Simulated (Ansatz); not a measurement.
Ag:
```
Ag
1.0
    2.84141     0.00000     0.00000
   -1.42071     2.46074     0.00000
    0.00000     0.00000     2.78192
Ag
1
Direct
  0.00000   0.00000   0.00000
```

Relaxed with PBE. Special points in fractions of this cell's reciprocal vectors: Γ (0.000, 0.000, 0.000); M (0.500, 0.000, 0.000); K (0.333, 0.333, 0.000); A (0.000, 0.000, 0.500); L (0.500, 0.000, 0.500); H (0.333, 0.333, 0.500).

Task: List the band energies nearest the Fermi level at these points for PBE (plane waves, PAW; program Ansatz).

Result: In eV from the Fermi level; about four levels below and three above (degenerate sets whole), none deeper than 8.9 eV; … stands for higher levels left out; points with the same levels are listed once.

| k | below | above |
|---|---|---|
| Γ | -4.52 -4.52 -2.91 -2.91 | … |
| M | -3.96 -3.14 -2.65 -0.08 | … |
| K | -4.61 -4.61 -3.64 -3.64 | … |
| A | -4.34 -4.34 -3.71 -3.71 -1.01 | … |
| L | -5.60 -4.09 -2.59 -2.31 | 4.08 … |
| H | -5.15 -5.15 -4.14 -4.14 -2.48 | 6.71 … |

Space group P6/mmm (simple hexagonal). The start of the workflow was typed in or built on a structure type; neither database checked (COD, Materials Project) lists it. It is not the phase usual at ambient conditions (space group No. 225). Symmetry was held in the PBE relaxation; whether a distortion lowers the energy is not shown. No spin polarisation was allowed. Spin–orbit coupling is left out wherever it is not named.

Potentials: the earlier of the program's two PAW sets.
